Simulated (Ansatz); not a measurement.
Simulated powder pattern, Cu Kα, λ = 1.54184 Å (kinematic, ideal powder, no thermal factors, no anomalous dispersion; the 30 strongest lines at most, above 1 %, up to 2θ = 90°):

```csv
2θ (°),d (Å),I/Imax (%)
39.31,2.292,100
45.71,1.985,49
66.63,1.404,33
80.19,1.197,40
84.55,1.146,12
```

The pattern belongs to a structure relaxed with DFT-PBE in the program Ansatz with PAW potentials.

Question: Pick the material that matches.
(A) Yb, fcc (Cu type)
(B) Y, hcp (Mg type)
(C) C, diamond
(D) Pt, fcc (Cu type)

Answer: D, Pt, fcc (Cu type)

Question: Give the lattice parameters.

Answer: a = 3.970 Å.

Space group Fm-3m (fcc (Cu type)). The cell was relaxed with PBE under the symmetry of its start. The run is not spin-polarised. Spin–orbit coupling is left out wherever it is not named.

Potentials: the later of the program's two PAW sets.
